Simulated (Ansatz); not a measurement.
## SrIr$_{2}$: pressure against volume

SrIr$_{2}$, Fd-3m, a = 7.697 Å. The structure is a COD entry; whether it is the stable form wasn't checked. Ansatz: r2SCAN, PAW, 500 eV, Γ-centred 8×8×8 mesh on 6 atoms, Gaussian smearing 0.10 eV; no spin polarisation. Symmetry fixes shape and atoms, so the cell is only scaled; pressure is positive in compression.

| V (Å³/atom) | P (GPa) |
| --- | --- |
| 16.718 | 27.90 |
| 17.288 | 19.03 |
| 17.858 | 11.57 |
| 18.428 | 5.29 |
| 18.998 | 0.00 |
| 19.568 | ? |
| 20.138 | -8.18 |
| 20.898 | -12.24 |

Question: Take V0 = 18.998 Å³/atom, fit the third-order Birch–Murnaghan form to the other rows, and predict the missing pressure.

Answer: With the Eulerian strain f = ½[(V0/V)^(2/3) − 1] and y = P/[3f(1 + 2f)^(5/2)], the form is the line y = B0 + 1.5 B0 (B0′ − 4) f. Rows (f, y): 0.04448, 169.0; 0.03245, 167.0; 0.02106, 165.2; 0.01026, 163.4; -0.01905, 157.7; -0.03078, 155.4. Means f = 0.009737, y = 162.95; Σ(Δf)² = 0.004322, ΣΔfΔy = 0.7849; the slope is their ratio. y = 161.2 + 181.6 f GPa, so B0 = 161.2 GPa and B0′ = 4 + 2 × (181.6)/(3 × 161.2) = 4.75. At V = 19.568, f = -0.00976, y = 159.43 and P = -4.44 GPa. The run gave -4.45 GPa, so the fit is 0.01 GPa too high, within the rms miss on the fitted rows (0.02 GPa).

Spin–orbit coupling is left out, which can shift energies with elements as heavy as these.